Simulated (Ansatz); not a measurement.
The geometry is COD entry 1539256, unchecked; take it as a test cell. The listed cell was then made from it by scaling, straining or moving an atom.

TaN: DFT, LDA, all-electron PAW with datasets made for the crystal, scalar-relativistic (Ansatz 0.2.0). What sets it apart from a plain run of this crystal: zz strain of -1 %.

Command: `ansatz run input.yaml --threads 2 --pin off --max-ram 8192MiB --backend cpu --events-out ev --progress --plain --runs-dir out` The run took 25 s on 2 threads of Arm Neoverse V1, on a shared host, peak memory 0.97 GiB.

```yaml
crystal:
  lattice:
    - [5.1849992558, 0.0, 0.0]
    - [-2.5924996279, 4.4903410741, 0.0]
    - [0.0, 0.0, 2.87892]
  atoms:
    - { symbol: Ta, position: [0.0, 0.0, 0.0] }
    - { symbol: Ta, position: [0.3333333333, 0.6666666667, 0.5] }
    - { symbol: Ta, position: [0.6666666667, 0.3333333333, 0.5] }
    - { symbol: "N", position: [0.5, 0.0, 0.0] }
    - { symbol: "N", position: [0.5, 0.5, 0.0] }
    - { symbol: "N", position: [0.0, 0.5, 0.0] }
kpoints:
  mp_grid: { grid: [5, 5, 8] }
scf:
  occupations: { method: fermi_dirac, width: 0.03 }
hamiltonian:
  xc: lda
  pseudopotentials: { kind: all_electron, datasets: crystal }
output:
  forces: true
  stress: true
  eigenvalues: true
  efg: { contact_densities: true }
```

Output:

```
hamiltonian.pseudopotentials.datasets: crystal makes datasets for this crystal and solves the spheres of its atoms anew in each pass: cutoff 500.0 eV, the density's 2000.0 eV; for an error of 0.50 meV an atom under PBE, 3.0 meV for the cell; an energy difference from a run of another recipe may be off by several times the error for the cell, under r2SCAN by more, where some 0.1 meV an atom stays at smaller errors; N in spheres of 0.847 Å, 5 of its electrons in bands; Ta in spheres of 1.222 Å, 27 of its electrons in bands
band count auto-derived: 64 (N_el = 96.0; filled up to band 48; 58 by the electrons, moments and atoms)
Ta: output.efg is read without spin–orbit coupling, which moves field gradients at and beside such atoms by some per cent and up to a factor of two; PAW files take it under magnetization.noncollinear and magnetization.spin_orbit
Engine: ansatz 0.2.0
Pseudopotentials: kind: all_electron
Pseudopotential: Ta, paw, valence charge 27, recommended cutoff 500 eV (normal), Koelling and Harmon's equation, gaussian nucleus
Pseudopotential: N, paw, valence charge 5, recommended cutoff 500 eV (normal), Koelling and Harmon's equation, gaussian nucleus
Functional definition: SPW92
  exchange = slater_x
  correlation = pw_c
Crystal: 6 atoms, lattice volume = 67.028 Å³
Basis set: ecut = 500 eV, 1739 PW (Γ)
Bands: 64, of which v1, the nominal top of the filled ones, is band 48 counted from 1 (47 counted from 0)
Symmetry: 24 space group operations
Space group: P6/mmm (ITA 191), of the structure as read, at distance tolerance 4.1e-5 Å
k-points: 25 of 200
Non-local potential: Ta, projectors of the file, l = 0: 2, l = 1: 2, l = 2: 1, l = 3: 2
Non-local potential: N, projectors of the file, l = 0: 1, l = 1: 1
PAW form: soft (Blöchl's): semilocal exchange-correlation on the pseudo side does not see the compensation charge
PAW one-centre angular grid: Ta, 590 points (default); XC on its mesh's 1785 points in the sphere
PAW one-centre angular grid: N, 110 points (default); XC on its mesh's 1901 points in the sphere
Initial density: superposition of atomic densities (neutral atoms: chi_scale 0, normalization atom)
Initial wavefunctions: pseudopotential atomic-orbital guess
Functional: x = slater, c = lda
iter 1 solved again at ethr=3.97e-2 eV; its pass at ethr=1.00e-1 eV (dr2=3.81e1 eV) is discarded
SCF iter   1: F=—  HF=-1277414.461050 eV  |F-HF|=—  |Δ(HF+E_count)|=         —  Δρ=2.15e-1  dr2=3.72e1  ethr=3.97e-2  ⟨swp⟩=2.0  Hψ=7571  notcnv=0
preconditioner: auto → Kerker (q_TF=auto, 2.897 Å⁻¹)  [metal: Δε(μ)=0.147 eV  Ē_g=23.342 eV  σ=0.030 eV  W_gap=0.49  n_scr=32 (ndim 8)  ℏωp=43.0 eV  f_vac=0.000  D(μ)=0.90/eV (n_scr^D=6)]
SCF iter   2: F=—  HF=-1277406.123440 eV  |F-HF|=—  |Δ(HF+E_count)|=    8.34e0  Δρ=7.31e-2  dr2=4.65e0  ethr=3.87e-2  ⟨swp⟩=3.1  Hψ=3450  notcnv=0  defer=2
preconditioner: auto → Resta (q_TF=auto, 2.897 Å⁻¹)  ε∞=4.3  [insulator: Δε(μ)=0.172 eV  Ē_g=23.702 eV  σ=0.030 eV  W_gap=0.87  n_scr=32 (ndim 8)  ℏωp=43.0 eV  f_vac=0.000  D(μ)=0.26/eV (n_scr^D=0)  ε∞_Penn≈4.3]
iter 3 solved again at ethr=4.08e-4 eV; its pass at ethr=4.85e-3 eV (dr2=3.92e-1 eV) is discarded
SCF iter   3: F=—  HF=-1277404.692578 eV  |F-HF|=—  |Δ(HF+E_count)|=    1.43e0  Δρ=3.47e-2  dr2=3.94e-1  ethr=4.08e-4  ⟨swp⟩=2.0  Hψ=6782  notcnv=0
SCF iter   4: F=—  HF=-1277404.661784 eV  |F-HF|=—  |Δ(HF+E_count)|=   3.08e-2  Δρ=1.37e-2  dr2=5.56e-2  ethr=4.08e-4  ⟨swp⟩=3.0  Hψ=3949  notcnv=0
SCF iter   5: F=—  HF=-1277404.659524 eV  |F-HF|=—  |Δ(HF+E_count)|=   2.26e-3  Δρ=2.99e-3  dr2=6.05e-3  ethr=5.80e-5  ⟨swp⟩=3.0  Hψ=3952  notcnv=0
SCF iter   6: F=—  HF=-1277404.659446 eV  |F-HF|=—  |Δ(HF+E_count)|=   7.86e-5  Δρ=8.84e-4  dr2=2.26e-4  ethr=6.31e-6  ⟨swp⟩=3.0  Hψ=3384  notcnv=0
SCF iter   7: F=—  HF=-1277404.659328 eV  |F-HF|=—  |Δ(HF+E_count)|=   1.18e-4  Δρ=4.30e-4  dr2=2.17e-4  ethr=2.35e-7  ⟨swp⟩=3.0  Hψ=3653  notcnv=0
SCF iter   8: F=—  HF=-1277404.659271 eV  |F-HF|=—  |Δ(HF+E_count)|=   5.75e-5  Δρ=1.35e-4  dr2=6.32e-6  ethr=2.26e-7  ⟨swp⟩=3.0  Hψ=2971  notcnv=0
SCF iter   9: F=—  HF=-1277404.659272 eV  |F-HF|=—  |Δ(HF+E_count)|=   1.69e-6  Δρ=5.42e-5  dr2=1.67e-6  ethr=6.58e-9  ⟨swp⟩=3.0  Hψ=3078  notcnv=0
SCF iter  10: F=-1277404.659272 eV  HF=-1277404.659272 eV  |F-HF|=5.80e-8  |Δ(HF+E_count)|=   1.08e-7  Δρ=1.16e-5  dr2=8.61e-8  ethr=1.73e-9  ⟨swp⟩=2.5  Hψ=2821  notcnv=0
SCF 1 converged in 10 iterations: F = -1277404.659273 eV  dr2 = 8.61e-8
  Residual-converged pass: ⟨swp⟩=4.0  Hψ=3254  notcnv=0  max |occ|·‖R‖ = 6.6e-6 eV (tolerance 6.7e-6 eV)  dr2=8.25e-8  dr2_onsite=7.41e-8  max |Δocc| = 1.1e-9
  greatest PAW one-centre occupation: 1.001 electrons in one spin orbital (limit 2), on the Ta atom at site 0 (counted from 0), in its partial waves of l = 3
SCF converged after 10 iterations
Free energy (F): -1277404.659273 eV
Harris-Foulkes:  -1277404.659273 eV  (|F-HF|=5.80e-8)
Internal energy: -1277404.654071 eV  (E = F + TS)
E sigma→0 (E₀):  -1277404.656672 eV
Entropy (-TS):   -0.005202 eV (-0.867 meV/atom)
Past the cutoff: the bands carry plane waves up to 1.75 times it, of which those up to 1.5 times it add -0.000412 eV an atom, each by itself; the spheres take 0.000270 eV an atom off the energy for waves past 1.75 times it
By the cutoff:   a pressure is off by up to 0.009 GPa (1.2 times the spheres' own share and the shells' term, over an atom's volume, and 0.004 GPa: a bound that held against runs at twice the plane waves)
Past the cutoffs: a stress includes 0.0023 GPa for waves and charges beyond them, in addition to the slope of what the spheres take
In the spheres:  the bands' charges fall short by 5.5e-7 e at most (sound up to 1e-3)
Fermi energy:    24.588122 eV
--- Per-component energies (eV) ---
  The terms above E_closure are by the made datasets' own strengths, without shells solved beside the bands.
--- Forces (eV/Å), atoms counted from 1 ---
  atom   1  Ta     0.00000000    -0.00000000     0.00000000
  atom   2  Ta    -0.00000000    -0.00000000    -0.00000000
  atom   3  Ta     0.00000000     0.00000000     0.00000000
  atom   4  N      0.00000000     0.00000000     0.00000000
  atom   5  N     -0.00000000    -0.00000000     0.00000000
  atom   6  N     -0.00000000    -0.00000000     0.00000000
  max |Σ_I F_I| component: 1.85e-17 eV/Å
--- Stress (GPa, compression-positive) ---
       -1.581115      -0.000000      -0.000000
       -0.000000      -1.581115       0.000000
       -0.000000       0.000000       0.983209
  P = ⅓ Tr σ = -0.7263 GPa (-7.263 kbar)
--- PAW observables at the nuclei: V_zz in 10²¹ V/m², potentials from the cell's mean, atoms counted from 1 ---
  atom   1  Ta V_zz =   -46.390548   η = -0.0000   by run symmetry: allowed
            electrostatic potential = -14493.953503 V   contact ρ = 8119491.425381 e/Å³
  atom   2  Ta V_zz =   -36.323341   η = -0.0000   by run symmetry: allowed
            electrostatic potential = -14493.932166 V   contact ρ = 8119543.383991 e/Å³
  atom   3  Ta V_zz =   -36.323341   η = 0.0000   by run symmetry: allowed
            electrostatic potential = -14493.932166 V   contact ρ = 8119543.383991 e/Å³
  atom   4  N  V_zz =    +3.032383   η = 0.7030   by run symmetry: allowed
            electrostatic potential = -526.895685 V   contact ρ = 1391.148871 e/Å³
  atom   5  N  V_zz =    +3.032383   η = 0.7030   by run symmetry: allowed
            electrostatic potential = -526.895685 V   contact ρ = 1391.148871 e/Å³
  atom   6  N  V_zz =    +3.032383   η = 0.7030   by run symmetry: allowed
            electrostatic potential = -526.895685 V   contact ρ = 1391.148871 e/Å³
--- Band table (eV; the first three rows and the last of 25) ---
  k-point 0: bands = ["-44.6000", "-44.5509", "-44.1860", "-11.5523", "-11.5523", "-11.1384", "-11.1384", "-10.9183", "-10.7770", "-10.7530", "-10.7530", "-9.9759", "3.5959", "3.6273", "3.6336", "3.6336", "3.6520", "3.6520", "3.6608", "3.6608", "3.6625", "3.6628", "3.6709", "3.6709", "3.7130", "3.7344", "3.8234", "3.8237", "3.9219", "3.9219", "3.9531", "3.9531", "4.0066", "6.2344", "9.5938", "9.5938", "14.1689", "17.2955", "17.2955", "18.3526", "18.3526", "18.9348", "21.4381", "21.4655", "21.4655", "21.9755", "22.3633", "23.2186", "23.2186", "25.4143", "25.4143", "25.7114", "26.8005", "26.8005", "27.5147", "27.8769", "27.8769", "28.3479"]
  k-point 1: bands = ["-44.5920", "-44.5431", "-44.1797", "-11.5270", "-11.5270", "-11.1127", "-11.1127", "-11.0791", "-10.9219", "-10.7489", "-10.7489", "-10.0855", "3.6006", "3.6281", "3.6308", "3.6308", "3.6569", "3.6569", "3.6628", "3.6629", "3.6655", "3.6655", "3.6702", "3.6702", "3.7045", "3.7255", "3.8235", "3.8239", "3.9208", "3.9208", "3.9573", "3.9573", "3.9985", "6.5982", "9.4235", "9.4235", "14.7646", "17.3032", "17.3032", "18.2243", "18.2243", "18.8026", "20.6726", "20.6726", "21.4004", "22.0550", "23.0586", "23.5716", "23.5716", "25.3232", "25.3232", "25.8938", "27.0959", "27.0959", "27.6607", "27.6607", "27.7009", "29.0627"]
  k-point 2: bands = ["-44.5728", "-44.5244", "-44.1645", "-11.4653", "-11.4653", "-11.4503", "-11.2590", "-11.0471", "-11.0471", "-10.7420", "-10.7420", "-10.3430", "3.6089", "3.6210", "3.6210", "3.6300", "3.6606", "3.6606", "3.6632", "3.6634", "3.6728", "3.6728", "3.6850", "3.6856", "3.6856", "3.7062", "3.8235", "3.8243", "3.9180", "3.9180", "3.9674", "3.9674", "3.9803", "7.5366", "9.0152", "9.0152", "16.3192", "17.0913", "17.0913", "17.6704", "18.0500", "18.0500", "19.9041", "19.9041", "22.2555", "22.5763", "23.8127", "23.8127", "24.3353", "24.3353", "24.8458", "26.3946", "27.6960", "27.6960", "28.0677", "28.0677", "28.1969", "30.4115"]
  k-point 24: bands = ["-44.5266", "-44.5168", "-44.1428", "-11.8641", "-11.8066", "-11.4266", "-11.2241", "-11.1029", "-10.9001", "-10.7417", "-10.7303", "-10.6706", "3.5974", "3.6181", "3.6306", "3.6357", "3.6445", "3.6454", "3.6509", "3.6595", "3.6756", "3.6781", "3.6988", "3.7047", "3.7078", "3.7126", "3.8232", "3.8249", "3.9139", "3.9141", "3.9575", "3.9813", "3.9814", "8.3741", "8.7858", "9.0430", "16.2585", "16.8918", "17.2281", "17.2667", "17.8285", "17.9541", "18.7302", "20.6649", "20.9672", "21.6133", "22.6388", "22.7167", "26.3745", "26.5645", "27.5249", "27.6671", "27.6999", "28.3454", "28.5154", "28.8071", "30.7218", "30.9369"]
```
